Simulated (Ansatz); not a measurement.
**Structure optimisation: titanium, A15**

The calculation used Ansatz 0.2.0, DFT, BLYP, plane waves (420 eV) with PAW, scalar-relativistic. The PAW files were generated under PBE, with cores re-solved for the functional.

k-point mesh 5×5×5, Fermi-Dirac smearing 0.1 eV, no spin polarisation. Cell and atoms relax.

Starting structure:

```yaml
crystal:
  lattice:
    - [5.20809, 0.00000, 0.00000]
    - [0.00000, 5.20809, 0.00000]
    - [0.00000, 0.00000, 5.20809]
  atoms:
    - { symbol: Ti, position: [0.00000, 0.00000, 0.00000] }
    - { symbol: Ti, position: [0.50000, 0.50000, 0.50000] }
    - { symbol: Ti, position: [0.25000, 0.00000, 0.50000] }
    - { symbol: Ti, position: [0.75000, 0.00000, 0.50000] }
    - { symbol: Ti, position: [0.50000, 0.25000, 0.00000] }
    - { symbol: Ti, position: [0.50000, 0.75000, 0.00000] }
    - { symbol: Ti, position: [0.00000, 0.50000, 0.25000] }
    - { symbol: Ti, position: [0.00000, 0.50000, 0.75000] }
```

Problem. The pressure at the start is 1.4 GPa. By how much does the volume change?

Solution. From 17.66 to 17.93 Å³ per atom, 1.5 %. The final cell has a = 5.234 Å.

Problem. How much energy does the relaxation gain?

Solution. 1.2 meV per atom.
